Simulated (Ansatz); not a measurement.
Sr2TaNO3:
```
Sr2TaNO3
1.0
   -1.99572     2.02507     6.27558
    1.99572    -2.02507     6.27558
    1.99572     2.02507    -6.27558
Sr Ta N O
2 1 1 3
Direct
  0.64476   0.64476   0.00000
  0.35524   0.35524   0.00000
  0.00000   0.00000   0.00000
  0.50000   0.00000   0.50000
  0.83856   0.83856   0.00000
  0.16144   0.16144   0.00000
  0.00000   0.50000   0.50000
```

Cartesian axes are those of the cell as given.

Q: Give the high-frequency dielectric tensor and the Born effective charge tensors of the independent atoms from DFPT, DFT-PBEsol in the program Ansatz with PAW potentials.

A: 
ε∞:
```
5.96  0.00  0.00
0.00  7.82  0.00
0.00  0.00  4.79
```
Z* of atom 1 (Sr), rows: field, columns: displacement, in e:
```
2.44  0.00  0.00
0.00  2.16  0.00
0.00  0.00  2.80
```
Z* of atom 3 (Ta), rows: field, columns: displacement, in e:
```
 8.26   0.00   0.00
 0.00  11.57   0.00
 0.00   0.00   5.59
```
Z* of atom 4 (N), rows: field, columns: displacement, in e:
```
-3.50   0.00   0.00
 0.00  -8.49   0.00
 0.00   0.00  -1.91
```
Z* of atom 5 (O), rows: field, columns: displacement, in e:
```
-1.85   0.00   0.00
 0.00  -2.37   0.00
 0.00   0.00  -3.93
```
Z* of atom 7 (O), rows: field, columns: displacement, in e:
```
-5.94   0.00   0.00
 0.00  -2.66   0.00
 0.00   0.00  -1.42
```

Space group Immm. The first step of the workflow began from a Materials Project structure, measured or hypothetical; the Crystallography Open Database copy checked does not list it. With N and O taken as one species the cell has the higher symmetry I4/mmm, so it may be an ordered model of a mixed-site phase. Whether it is the stable phase at ambient conditions was not checked. The PBEsol relaxation kept the symmetry of its start. At this level the phase is dynamically unstable (imaginary phonons). The run is not spin-polarised. Spin–orbit coupling is left out wherever it is not named.

Potentials: the later of the program's two PAW sets.
